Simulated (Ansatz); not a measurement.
## ZnS (zinc blende): frozen-phonon scan

Starting cell, ZnS (zinc blende):

```yaml
crystal:
  lattice:
    - [0.00000, 5.44344, 5.44344]
    - [2.72172, 0.00000, 2.72172]
    - [2.72172, 2.72172, 0.00000]
  atoms:
    - { symbol: S, position: [0.37500, 0.75000, 0.75000] }
    - { symbol: S, position: [0.87500, 0.75000, 0.75000] }
    - { symbol: Zn, position: [0.00000, 0.00000, 0.00000] }
    - { symbol: Zn, position: [0.50000, 0.00000, 0.00000] }
```

The atoms are displaced by Q × the pattern below (from a DFPT mode at L = (0.5, 0.0, 0.0), largest move 1; Q in Å), at fixed cell. It is one choice among 2 degenerate patterns. (q is in reciprocal vectors of the primitive cell; the cell shown is doubled to hold the pattern.)

| atom | x | y | z |
|---|---|---|---|
| S1 | -0.285 | 0.520 | -0.805 |
| S2 | 0.285 | -0.520 | 0.805 |
| Zn3 | -0.112 | 0.204 | -0.316 |
| Zn4 | 0.112 | -0.204 | 0.316 |

Method: PBE (plane waves to 420 eV, PAW, scalar-relativistic; Ansatz, a first-principles code). k mesh 5×10×10 (Γ-centred), Fermi-Dirac smearing 0.05 eV. Energies are smeared free energies. Compression counts positive. ZnS was relaxed with its symmetry unable to fall. The zero of ΔE is the undisplaced structure.

```tsv
Q (Å)	ΔE (eV/cell)	−dE/dQ from forces (eV/Å)	P (GPa)
-0.180	0.392	4.541	2.33
-0.150	0.269	3.689	1.61
-0.120	0.170	2.891	1.03
-0.090	0.095	2.133	0.58
-0.060	0.042	1.406	0.26
-0.030	0.010	0.698	0.07
0.000	0.000	0.000	0.01
0.030	0.010	-0.698	0.07
0.060	0.042	-1.406	0.26
0.090	0.095	-2.133	0.58
0.120	0.170	-2.891	1.03
0.150	0.269	-3.689	1.61
0.180	0.392	-4.541	2.33
```

Key numbers:

| Quantity | Result |
|---|---|
| Energy at Q = 0.180 Å | 392 meV/cell |
| Space group of the distorted cell | P1 (No. 1), lowered from F-43m |
| Symmetry of the curve | even: the same for both signs |
| Shape of the curve | a single well with its minimum at or next to zero displacement |
| Harmonic wavenumber from the curvature (finite differences) | 274 cm⁻¹ |
| Wavenumber by perturbation theory (DFPT, on another k mesh) | 274 cm⁻¹ |

(For displaced atoms, the force is minus the slope of the energy, and its curvature is a force constant, which sets phonon frequencies.)
